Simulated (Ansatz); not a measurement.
VRe in space group Cmmm (No. 65; V on 2c, Re on 2a), the program Ansatz at the PBE level (PAW), all energies at zero smearing, with the estimated change up to a 700 eV cutoff added, with one set of potentials and settings (totals compare only within such a set). Cell of 2 atoms (1 V, 1 Re): -13781.034 eV.

```csv
element,reference phase,E (eV/atom)
V,"Im-3m, 1 atoms in the cell",-2912.4140
Re,"P6_3/mmc, 2 atoms in the cell",-10868.0812
```

Formation energy per atom, worked out: (-13781.034 − 1×(-2912.4140) − 1×(-10868.0812))/2 = -0.269 eV/atom (-26 kJ per mol of atoms), at 0 K, without zero-point energy or fitted corrections.

The workflow started from a Materials Project entry (that database holds measured and hypothetical structures alike); the Crystallography Open Database copy checked does not list it. With V and Re taken as one species the cell has the higher symmetry Im-3m, so it may be an ordered model of a mixed-site phase. Whether it is the stable phase at ambient conditions was not checked. The PBE relaxation kept the symmetry of its start; whether a distortion lowers the energy is not shown. No spin polarisation was allowed. The references are the lowest solids computed at this level, not always the standard phases. Scalar-relativistic: spin–orbit coupling is off unless named, which matters more the heavier the elements.

Potentials: the later of the program's two PAW sets.
